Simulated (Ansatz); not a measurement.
Consider the following.

SnPS3:
```
CELL_PARAMETERS angstrom
      3.23026     1.86499     6.26541
     -3.23026     1.86499     6.26541
      0.00000    -3.72998     6.26541
ATOMIC_POSITIONS crystal
  Sn 0.80849 0.80849 0.80849
  Sn 0.19151 0.19151 0.19151
  P  0.55843 0.55843 0.55843
  P  0.44157 0.44157 0.44157
  S  0.25227 0.66886 0.84149
  S  0.74773 0.33114 0.15851
  S  0.66886 0.84149 0.25227
  S  0.33114 0.15851 0.74773
  S  0.84149 0.25227 0.66886
  S  0.15851 0.74773 0.33114
```

This is the LDA-relaxed structure. Tensor components refer to the Cartesian frame of this cell.

All from LDA in the plane-wave PAW code Ansatz, unless another level is named. Estimate the bulk modulus (Birch–Murnaghan fit).

19.6 GPa.

Predict the elastic constants (relaxed ions, GPa).

C11 = 55.2, C12 = 49.0, C13 = 10.6, C14 = 3.3, C33 = 23.9, C44 = 5.7, C15 = 1.9.

Space group R-3. The workflow started from a Materials Project entry (that database holds measured and hypothetical structures alike); the Crystallography Open Database copy checked does not list it. COD files the formula under space group No. 7, 14, so this cell is another polymorph or a model. Its standing as an ambient phase is unchecked. Symmetry was held in the LDA relaxation; whether a distortion lowers the energy is not shown. A crystal of weakly bound layers computed without a dispersion correction: the cell and the soft elastic constants depend strongly on that. Spin–orbit coupling is left out wherever it is not named.

Potentials: the later of the program's two PAW sets.
